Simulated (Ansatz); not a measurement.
Simulated (Ansatz). Plane-wave DFT: natural occupations of the f shells on orthogonalised atomic orbitals at the end of the run, rising, by spin; atoms or cell relaxed as the task says.

```
cell
1.0
     6.8717    0.0000    0.0000
     0.0000    6.8717    0.0000
     0.0000    0.0000    6.8717
Ag Eu F Se
4 4 4 4
Direct
  0.1469 0.0400 0.7086
  0.0708 0.6999 0.8498
  0.4715 0.2341 0.9419
  0.3069 0.1395 0.3819
  0.8160 0.9023 0.1546
  0.8645 0.3666 0.4614
  0.2902 0.5886 0.2711
  0.5082 0.6930 0.7674
  0.9444 0.6598 0.3411
  0.5928 0.5908 0.4369
  0.5061 0.7809 0.0914
  0.7030 0.1578 0.2828
  0.8105 0.4749 0.9570
  0.7343 0.0410 0.7155
  0.1162 0.1801 0.0934
  0.2168 0.4085 0.6717
```

Starting moments (μB): Eu number 1 7.29, Eu number 2 7.29, Eu number 3 7.29, Eu number 4 7.29; others 0.

cell charge: 0 e
spin: collinear
scf start: atoms
lower state search: off
functional: PBEsol
wave cutoff: 420 eV
k mesh: 1, 1, 1
k shift: 0, 0, 0 mesh steps
gaussian smearing: 0.05 eV
task: relax cell and atoms

Results:

| shell atom | shell element | shell spin | shell occupation 1 (e) | shell occupation 2 (e) | shell occupation 3 (e) | shell occupation 4 (e) | shell occupation 5 (e) | shell occupation 6 (e) | shell occupation 7 (e) |
| --- | --- | --- | --- | --- | --- | --- | --- | --- | --- |
| 5 | Eu | up | 0.75 | 0.88 | 0.98 | 0.99 | 1 | 1 | 1 |
| 5 | Eu | down | 0 | 0 | 0.01 | 0.01 | 0.01 | 0.01 | 0.02 |
| 6 | Eu | up | 0.85 | 0.86 | 0.93 | 0.99 | 1 | 1 | 1 |
| 6 | Eu | down | 0 | 0 | 0.01 | 0.01 | 0.01 | 0.01 | 0.01 |
| 7 | Eu | up | 0.78 | 0.89 | 0.94 | 0.99 | 1 | 1 | 1 |
| 7 | Eu | down | 0 | 0.01 | 0.01 | 0.01 | 0.01 | 0.01 | 0.02 |
| 8 | Eu | up | 0.71 | 0.9 | 0.99 | 1 | 1 | 1 | 1 |
| 8 | Eu | down | 0 | 0 | 0.01 | 0.01 | 0.01 | 0.01 | 0.02 |

Caveats: 4f shell without a U, which puts 4f levels too near the Fermi level; coarse k mesh; occupations loosely converged; open f or d shells may hold a state above the lowest.
